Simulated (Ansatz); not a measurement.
TaAsO5:
```xyz
28
Lattice="11.6614 0.0000 0.0000 0.0000 5.5072 0.0000 0.0000 0.0000 6.8728" Properties=species:S:1:pos:R:3 pbc="T T T"
Ta     0.6875     1.3768     1.1064
Ta    10.9739     4.1304     5.7665
Ta     5.1432     4.1304     4.5428
Ta     6.5182     1.3768     2.3301
As     9.8660     1.3768     3.6257
As     1.7954     4.1304     3.2471
As     7.6261     4.1304     0.1893
As     4.0353     1.3768     6.6835
O      2.3896     1.3768     0.1231
O      9.2718     4.1304     6.7497
O      3.4411     4.1304     3.5595
O      8.2203     1.3768     3.3133
O      1.4306     2.7487     2.3955
O     10.2307     2.7585     4.4774
O      4.4000     2.7585     5.8319
O      7.2613     2.7487     1.0410
O      7.2613     0.0049     1.0410
O      4.4000     5.5022     5.8319
O     10.2307     5.5022     4.4774
O      1.4306     0.0049     2.3955
O      4.8270     1.3768     1.2854
O      6.8344     4.1304     5.5874
O      1.0037     4.1304     4.7218
O     10.6577     1.3768     2.1510
O      0.0000     0.0000     0.0000
O      5.8307     0.0000     3.4364
O      5.8307     2.7536     3.4364
O      0.0000     2.7536     0.0000
```

Relaxed with r²SCAN.

**Question.** Which orbitals make up the states near the band edges in r²SCAN in the plane-wave PAW code Ansatz?

**Answer.** Top 1 eV of the valence band: O 2p 98 %. Bottom 1 eV of the conduction band: Ta 5d 75 %, O 2p 15 %. Projections are on Löwdin-orthogonalised atomic valence shells; empty p or d shells of many metals are not among them.

**Question.** Tabulate the density of states.

**Answer.** States/eV per cell of 28 atoms, in 0.25 eV bins, energy from the valence-band maximum.

| E (eV) | total | O 2p | Ta 5d | As 4p |
|---|---|---|---|---|
| -7.85 | 0.00 | 0.00 | 0.00 | 0.00 |
| -7.60 | 0.00 | 0.00 | 0.00 | 0.00 |
| -7.35 | 0.00 | 0.00 | 0.00 | 0.00 |
| -7.10 | 0.00 | 0.00 | 0.00 | 0.00 |
| -6.85 | 0.00 | 0.00 | 0.00 | 0.00 |
| -6.60 | 0.00 | 0.00 | 0.00 | 0.00 |
| -6.35 | 26.68 | 17.94 | 3.93 | 3.49 |
| -6.10 | 15.41 | 10.66 | 1.65 | 1.94 |
| -5.85 | 8.97 | 6.27 | 0.78 | 1.19 |
| -5.60 | 12.94 | 9.24 | 0.87 | 1.77 |
| -5.35 | 7.57 | 5.48 | 0.40 | 1.03 |
| -5.10 | 17.46 | 12.72 | 0.75 | 2.47 |
| -4.85 | 6.97 | 5.10 | 0.20 | 1.05 |
| -4.60 | 0.00 | 0.00 | 0.00 | 0.00 |
| -4.35 | 0.00 | 0.00 | 0.00 | 0.00 |
| -4.10 | 4.41 | 3.14 | 0.99 | 0.05 |
| -3.85 | 15.95 | 11.65 | 2.89 | 0.47 |
| -3.60 | 23.34 | 17.42 | 4.46 | 0.46 |
| -3.35 | 29.63 | 22.82 | 5.07 | 0.50 |
| -3.10 | 14.69 | 11.74 | 2.21 | 0.22 |
| -2.85 | 15.30 | 12.33 | 2.51 | 0.13 |
| -2.60 | 14.91 | 12.27 | 2.19 | 0.13 |
| -2.35 | 14.58 | 12.71 | 1.23 | 0.21 |
| -2.10 | 24.95 | 22.78 | 0.80 | 0.56 |
| -1.85 | 25.75 | 23.72 | 0.83 | 0.44 |
| -1.60 | 31.31 | 29.21 | 0.79 | 0.52 |
| -1.35 | 34.06 | 32.33 | 0.60 | 0.40 |
| -1.10 | 26.15 | 25.15 | 0.38 | 0.17 |
| -0.85 | 26.07 | 25.43 | 0.20 | 0.09 |
| -0.60 | 28.31 | 27.66 | 0.24 | 0.08 |
| -0.35 | 16.19 | 15.86 | 0.13 | 0.04 |
| -0.10 | 6.41 | 6.34 | 0.02 | 0.01 |
| 0.15 | 0.00 | 0.00 | 0.00 | 0.00 |
| 0.40 | 0.00 | 0.00 | 0.00 | 0.00 |
| 0.65 | 0.00 | 0.00 | 0.00 | 0.00 |
| 0.90 | 0.00 | 0.00 | 0.00 | 0.00 |
| 1.15 | 0.00 | 0.00 | 0.00 | 0.00 |
| 1.40 | 0.00 | 0.00 | 0.00 | 0.00 |
| 1.65 | 0.00 | 0.00 | 0.00 | 0.00 |
| 1.90 | 0.00 | 0.00 | 0.00 | 0.00 |
| 2.15 | 0.00 | 0.00 | 0.00 | 0.00 |
| 2.40 | 0.00 | 0.00 | 0.00 | 0.00 |
| 2.65 | 0.00 | 0.00 | 0.00 | 0.00 |
| 2.90 | 0.00 | 0.00 | 0.00 | 0.00 |
| 3.15 | 0.00 | 0.00 | 0.00 | 0.00 |
| 3.40 | 0.00 | 0.00 | 0.00 | 0.00 |
| 3.65 | 0.49 | 0.04 | 0.40 | 0.02 |
| 3.90 | 4.08 | 0.40 | 3.29 | 0.15 |
| 4.15 | 3.83 | 0.50 | 2.90 | 0.20 |
| 4.40 | 18.33 | 2.81 | 13.60 | 0.81 |
| 4.65 | 14.43 | 2.53 | 10.80 | 0.37 |
| 4.90 | 1.93 | 0.39 | 1.40 | 0.03 |
| 5.15 | 3.43 | 0.73 | 1.90 | 0.04 |
| 5.40 | 12.05 | 2.54 | 4.09 | 0.27 |
| 5.65 | 18.94 | 4.55 | 9.42 | 0.75 |
| 5.90 | 19.65 | 5.00 | 10.20 | 0.66 |
| 6.15 | 14.43 | 3.84 | 6.75 | 0.28 |
| 6.40 | 6.34 | 1.73 | 2.29 | 0.11 |
| 6.65 | 8.14 | 2.17 | 3.13 | 0.34 |
| 6.90 | 1.85 | 0.50 | 0.68 | 0.07 |
| 7.15 | 0.07 | 0.02 | 0.02 | 0.00 |
| 7.40 | 0.00 | 0.00 | 0.00 | 0.00 |
| 7.65 | 0.00 | 0.00 | 0.00 | 0.00 |
| 7.90 | 1.15 | 0.11 | 0.17 | 0.19 |
| 8.15 | 6.98 | 0.66 | 1.59 | 1.30 |
| 8.40 | 14.86 | 1.73 | 3.37 | 3.80 |

Space group Pnma. The workflow started from a Materials Project entry (that database holds measured and hypothetical structures alike); the Crystallography Open Database copy checked does not list it. Whether it is the stable phase at ambient conditions was not checked. Symmetry was held in the r²SCAN relaxation; whether a distortion lowers the energy is not shown. The run is not spin-polarised. Spin–orbit coupling is left out wherever it is not named.

Potentials: the later of the program's two PAW sets.
